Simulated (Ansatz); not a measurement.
InSe in space group P6_3/mmc (No. 194; In on 4f, Se on 4f) at seven volumes, the program Ansatz at the PBE+D3(BJ) level (PAW), shape and atoms relaxed at each. One row is withheld.

| V (Å³/atom) | P (GPa) |
|---|---|
| 26.852 | ? |
| 27.737 | 2.03 |
| 28.622 | 0.89 |
| 29.507 | 0.00 |
| 30.393 | -0.65 |
| 31.278 | -1.08 |
| 32.163 | -1.28 |

Fit the shown pressures and predict the withheld one.

Third-order Birch–Murnaghan: P = (3/2)B₀(x^(7/2) − x^(5/2))[1 + (3/4)(B′ − 4)(x − 1)] with x = (V₀/V)^(2/3). Least squares on the six rows gives V₀ = 29.492 Å³/atom, B₀ = 24.59 GPa, B′ = 10.43. At V = 26.852, x = 1.0645 and P = 3.65 GPa. The run itself gave 3.46 GPa.

Symmetry was held in the PBE+D3(BJ) relaxation.

Potentials: the later of the program's two PAW sets.
